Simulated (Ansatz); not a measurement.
Space group Im-3m (No. 229). a = 5.339 Å, b = 5.339 Å, c = 5.339 Å, α = 90.00°, β = 90.00°, γ = 90.00°
| atom | site | symmetry | x | y | z |
| --- | --- | --- | --- | --- | --- |
| K | 2a | m-3m | 0.0000 | 0.0000 | 0.0000 |

Equation of state of this K structure (not necessarily the ground state), with shape and atoms relaxed at each volume where symmetry leaves them free. It has no gap at any of these volumes. These are results of DFT r2SCAN, scalar-relativistic, plane waves, PAW in Ansatz, not measurements.

Settings: cutoff 500 eV, Γ-centred mesh 12×12×12 on the computed 1-atom cell, Gaussian smearing of 0.10 eV; no spin polarisation.

| V (Å³/atom) | E − E(largest V) (meV/atom) | P (GPa) |
| --- | --- | --- |
| 71.513 | 1.56 | 0.26 |
| 73.796 | -1.20 | 0.13 |
| 76.078 | -2.24 | 0.02 |
| 78.360 | -1.77 | -0.08 |
| 80.643 | 0.00 | -0.16 |

Q: Fit a third-order Birch–Murnaghan equation to E(V).

A: V0 = 76.46 Å³/atom, B0 = 3 GPa, B0' = 3.7.

Cost: 5 runs of about 0.91 core-minutes in all, on Arm Neoverse V2 (shared hosts).